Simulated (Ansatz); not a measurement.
**Structure relaxation, Cu**

The start is a randomly generated symmetric cell of Cu (space group No. 123). Cell shape, volume and atoms are optimised at zero target pressure with r2SCAN (plane waves to 500 eV, PAW, scalar-relativistic; Ansatz, a quantum-chemistry and plane-wave program). The first steps use a coarse 14×14×12 k-mesh.

The start:
```
Cu
1.0
    2.27497     0.00000     0.00000
    0.00000     2.27497     0.00000
    0.00000     0.00000     2.68256
Cu
1
Direct
  0.50000   0.50000   0.50000
```

```yaml
outcome: The space group goes from P4/mmm (No. 123) to Pm-3m (No. 221); the end is AFLOW prototype A_cP1_221_a (A_h), with 1 atom in the primitive cell
energy_released: 0.18 eV/atom
volume_change: -4.2 %, from 13.88 to 13.30 Å³/atom
Shortest distances (start → end): "The closest pairs of elements (up to four, under 3.6 Å), start → end: Cu–Cu 2.27 → 2.37 Å"
optimiser_moves: 7
```

Final values are on a 19×19×19 k-mesh of the relaxed cell. No spin polarisation in the result.

The run could not lower the symmetry of its start; a shaken copy of this end point relaxes with r2SCAN to Fm-3m (No. 225), 0.51 eV/atom lower.

The relaxed structure here is a generated cell of Cu: the first start was made by a random draw of sites in a space group, and the end was not matched to a known phase here, so it may be hypothetical. Known forms of Cu include space group No. 225.
